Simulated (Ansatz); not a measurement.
# CdF2: the gap under pressure

CdF2, Fm-3m, a = 5.388 Å. Ansatz: r2SCAN, PAW, 500 eV, Γ-centred 8×8×8 mesh on 3 atoms, Gaussian smearing 0.02 eV; no spin polarisation. Cell and atoms are relaxed at each pressure, and no other structure is tried, so the rows at high pressure may lie past a change of phase. The gap is sought over the whole zone. The pressures are the targets, met within 0.04 GPa.

```
P (GPa) gap y (eV)
   -3.0           ?
    0.0       3.794
    3.0       3.886
    8.0       4.020
   15.0       4.176
   30.0       4.442
   60.0       4.819
```

Q: Fit y = E0 + αP + βP² to the other rows and predict the missing gap.

A: Least squares on the rows shown. y = 3.8067 + 0.026389 P − 0.00015930 P². So α = 26.4 meV/GPa, but the rows at 0 and 3 GPa alone give 31 meV/GPa, so the parabola doesn't give the slope at zero pressure. With a term in P³ added, the coefficient of P becomes 0.03070, 16 % more, which shows how far this figure hangs on the form. At P = -3.0 the fit asked for gives 3.726 eV. The run gave 3.689 eV, so the fit is 0.037 eV too high, 3.3 % of the span of the series, against an rms of 0.010 eV on the fitted rows. The row lies outside the fitted range. With a term in P³ added, a fit to the same known rows predicts 3.700 eV, so most of the miss is curvature that the known rows already hold.

Semilocal functionals give gaps under the measured ones; changes of the gap mostly carry over better.